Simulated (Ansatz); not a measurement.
SiGe in space group Pmma (No. 51; Si on 2e, Ge on 2f), plane-wave PAW PBEsol (Ansatz code). The conduction-band minimum lies on the S–Y line, 5 % of the way from S, with 2 equivalent valleys. Second derivatives d²E/dk² of the lowest band at one valley (eV·Å²), along Cartesian directions:

```csv
direction,d²E/dk²
[100],25.43
[010],12.37
[001],18.30
[110],18.85
[101],21.68
[011],15.29
```

Question: Find the principal effective masses, the density-of-states mass and the conductivity mass.

Answer: Off-diagonal terms follow from H_xy = H[110] − (H_xx + H_yy)/2, and m*/mₑ = 7.620 eV·Å² over each eigenvalue: 0.30, 0.42, 0.62. One valley's DOS mass (m₁m₂m₃)^(1/3) = 0.43, conductivity mass 3/(Σ 1/mᵢ) = 0.41 mₑ.

Question: What effective density of states Nc follows at 300 K for parabolic valleys?

Answer: Nc = 2.509e19 × 2 × (0.43)^(3/2) ≈ 1.4e19 cm⁻³.

The start of the workflow was typed in or built on a structure type; neither database checked (COD, Materials Project) lists it. Whether it is the stable phase at ambient conditions was not checked. The PBEsol relaxation kept the symmetry of its start; of distortions, only those at the zone centre were tested. Scalar-relativistic: spin–orbit coupling is off unless named, which matters more the heavier the elements.

Potentials: the later of the program's two PAW sets.

Edges and masses are those of Kohn–Sham bands, whose gap is no quasiparticle gap.
